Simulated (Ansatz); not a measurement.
## Property card for SiB₂Os₂

SiB2Os2:
```yaml
crystal:
  lattice:
    - [1.44382, -6.49843, 0.00000]
    - [1.44382, 6.49843, 0.00000]
    - [0.00000, 0.00000, 2.78683]
  atoms:
    - { symbol: Si, position: [0.00000, 0.00000, 0.00000] }
    - { symbol: Os, position: [0.36719, 0.63281, 0.50000] }
    - { symbol: Os, position: [0.63281, 0.36719, 0.50000] }
    - { symbol: B, position: [0.21190, 0.78810, 0.00000] }
    - { symbol: B, position: [0.78810, 0.21190, 0.00000] }
```

Space group Cmmm (No. 65); conventional cell a = 2.888 Å, b = 12.997 Å, c = 2.787 Å, α = β = γ = 90.00°.

Method: the program Ansatz at the PBEsol level (PAW). The cell and atoms are relaxed at this level. Other levels are named where they apply.

Cell and energy:

```json
{
 "volume_per_atom": "10.46 Å³",
 "density": "13.66 g/cm³",
 "Formation energy from the elements (no fitted shifts)": "12 kJ/mol of atoms"
}
```

Electronic structure:

```json
{
  "electronic_character": "metallic (no gap)",
  "Density of states at the Fermi level": "0.35 states/eV per atom (mean over ±0.08 eV)"
}
```

Mechanics:

```json
{
  "Bulk modulus (Birch–Murnaghan fit)": "284 GPa",
  "Pressure derivative B′": "5.1"
}
```

The start of the workflow was typed in or built on a structure type; neither database checked (COD, Materials Project) lists it. Its standing as an ambient phase is unchecked. The PBEsol relaxation kept the symmetry of its start; its stability against distortions is not shown here. No spin polarisation was allowed. The references are the lowest solids computed at this level, not always the standard phases. Scalar-relativistic: spin–orbit coupling is off unless named, which matters more the heavier the elements.

Potentials: the later of the program's two PAW sets.
